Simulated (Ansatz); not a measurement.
GaP:
```
CELL_PARAMETERS angstrom
      0.00000     2.72569     2.72569
      2.72569     0.00000     2.72569
      2.72569     2.72569     0.00000
ATOMIC_POSITIONS crystal
  Ga 0.25000 0.25000 0.25000
  P  0.50000 0.50000 0.50000
```

Tensor components refer to the Cartesian frame of this cell.

Problem. Give the high-frequency dielectric tensor and the Born effective charge tensors of the independent atoms from DFPT, r²SCAN (plane waves, PAW; program Ansatz).

Solution. 
ε∞:
```
9.36  0.00  0.00
0.00  9.36  0.00
0.00  0.00  9.36
```
Z* of atom 1 (Ga), rows: field, columns: displacement, in e:
```
2.15  0.00  0.00
0.00  2.15  0.00
0.00  0.00  2.15
```
Z* of atom 2 (P), rows: field, columns: displacement, in e:
```
-2.15   0.00   0.00
 0.00  -2.15   0.00
 0.00   0.00  -2.15
```

Static charges for comparison (Bader): Ga1 +0.91, P2 -0.91 e. Born charges measure polarisation by displacement and can exceed these by far.

Space group F-43m (zinc blende). Symmetry was held in the r²SCAN relaxation. Spin–orbit coupling is left out wherever it is not named.

Potentials: the later of the program's two PAW sets.
